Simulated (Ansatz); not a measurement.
The start is a relaxed NiGe cell, doubled along one cell vector, shaken by Gaussian noise of σ = 0.08 Å a coordinate. A full variable-cell relaxation at zero pressure is run with PBE (plane waves to 420 eV, PAW, scalar-relativistic; Ansatz, an electronic-structure program). The first steps use a coarse 4×8×3 k-mesh.

Input geometry:
```
NiGe
1.0
    5.47203     0.00000     0.00000
    0.00000     2.73601     0.00000
    0.00000     0.00000     7.83938
Ni Ge
4 4
Direct
  0.01495   0.47837   0.02230
  0.46862   0.51261   0.00027
  0.24931   0.98671   0.48046
  0.74552   0.99252   0.50167
  0.04845   0.02810   0.27066
  0.53026   0.97397   0.24852
  0.00189   0.95263   0.74273
  0.50901   0.99237   0.76501
```
Spin-polarised start, with parallel moments on Ni.

Q: How large is the pressure on the unrelaxed cell, and of which sign?

A: +5 GPa (positive: the cell is compressed).

Q: What is the largest force in the starting geometry, and on which atom (counted from 1)?

A: About 5.4 eV/Å, on Ni3 (atoms numbered as listed).

Q: By how much does the energy per atom fall from start to end?

A: 0.14 eV/atom.

Q: How do the shortest distances between atoms change?

A: The closest pairs of elements (up to four, under 3.6 Å), start → end: Ge–Ni 1.98 → 2.39 Å; Ni–Ni 2.49 → 2.74 Å; Ge–Ge 2.65 → 2.74 Å.

Q: Is the relaxed structure metallic? Give its gap.

A: Zero (metallic).

Q: What magnetic moments remain?

A: Net 0.05 μB/atom, ferromagnetic.

Final values are on a 17×17×6 k-mesh of the relaxed cell. Spin state reached: ferromagnetic (net 0.05 μB/atom), from parallel starting moments; other spin orders were not run from this start.

The relaxed structure here is a generated cell of NiGe: the first start was made by placing the elements on the sites of a structure type, and the end was not matched to a known phase here, so it may be hypothetical.
